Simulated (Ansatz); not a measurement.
## Formation energy of CdSe

```
Cd Se
1.0
     0.00000    3.09841    3.09841
     3.09841    0.00000    3.09841
     3.09841    3.09841    0.00000
Cd Se
1 1
Direct
  0.00000 0.00000 0.00000
  0.25000 0.25000 0.25000
```

The cell comes from a relaxation on PAW files under the same functional, begun from a database entry that needn't be the ground state.

All numbers are PBE results (scalar-relativistic) from Ansatz 0.2.0, with a Γ-centred 8×8×8 k mesh, Fermi–Dirac smearing of 0.02 eV, no spin polarisation. Methods: LAPW: all electrons, basis error target 0.5 meV/atom; PAW: frozen-core files, cutoff 420 eV; norm-conserving: pseudopotentials, cutoff 1170 eV.

The elements are taken as Cd hcp, Se trigonal Se, each relaxed on PAW files under the same functional and computed by the same method as the compound; zero-point and thermal terms are left out. PBE lacks dispersion, which leaves layered or molecular solids underbound, be they references or the compound itself.

The norm-conserving files are those that the library serves for this functional.

**Question.** Give the formation energy by each method, with the residual pressure at this cell and the LAPW gap.

**Answer.** 

```tsv
method	ΔE(formation) (eV/atom)	P at this cell (GPa)	gap (eV)
LAPW	-0.631	0.00	0.49
PAW	-0.632	-0.02	–
norm-conserving	-0.637	-0.02	–
```

**Question.** Give the LAPW value for one formula unit in kJ/mol.

**Answer.** -0.631 eV/atom × 2 atoms × 96.485 kJ/(mol·eV) = -121.8 kJ/mol, at zero temperature and without zero-point motion.
